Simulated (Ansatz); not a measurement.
Here is an unrelaxed guess for Sc₂BP₃.

```
Sc B P
1.0
     3.20839    0.00000    0.00000
     0.00000    3.20839    0.00000
     0.00000    0.00000    9.71384
Sc B P
2 1 3
Direct
  0.50000 0.50000 0.32482
  0.50000 0.50000 0.67518
  0.50000 0.50000 0.00000
  0.00000 0.00000 0.83907
  0.00000 0.00000 0.16093
  0.00000 0.00000 0.50000
```

All numbers below come from DFT PBE, scalar-relativistic, plane waves, PAW (Ansatz). Cutoff 420 eV; k points 6×6×2 on the computed 6-atom cell (Γ-centred); Gaussian smearing, width 0.10 eV; no spin polarisation.

Formation energies are uncorrected and refer to the elements' standard structures at the same level. The references include black phosphorus.

Task: What does a single point on this coarse mesh give?

Result: The pressure is -4.4 GPa (the mean over three directions, positive in compression), the largest force is 0.55 eV/Å, and the energy is +0.06 eV/atom against the elements. The shortest distance is 2.76 Å.

Task: Is it a good guess?

Result: A rough one: relaxing gains about 0.36 eV/atom (the start's value is from the coarse mesh, so the gain is rough) in 13 ionic steps and ends at −0.29 eV/atom on the finer mesh. The symmetry stays P4/mmm (No. 123). The volume per atom shrinks by 8.8 %, from 16.7 to 15.2 Å³. The shortest distance goes from 2.76 Å (B–P) to 2.17 Å (P–P). The ratio c/a of the conventional cell changes by a factor of 0.81. Conventional cell: a = 3.333 Å, c = 8.210 Å. Around Sc lie 1 B at 2.49 Å and 8 P at 2.74–2.86 Å; around B lie 2 Sc at 2.49 Å and 8 P at 2.60 Å; P on a site of symmetry 4mm is surrounded by 1 P at 2.17 Å, 4 B at 2.60 Å, 4 Sc at 2.74 Å and 1 P at 3.02 Å; 1 more site not described.

The last run used a 12×12×6 mesh (in the run's order of axes) for its 6-atom cell and Gaussian smearing of 0.10 eV. The reference form of P is held partly by dispersion forces, which this level lacks. The relaxation can't lower the symmetry of the start, and the grade says only how near the guess is to its own end. Symmetry constrained the relaxation, so the result can be a saddle point. Another cell of Sc2BP3 relaxed alike, in Pm, lies 0.36 eV/atom lower, so this cell isn't the stable form at this level.
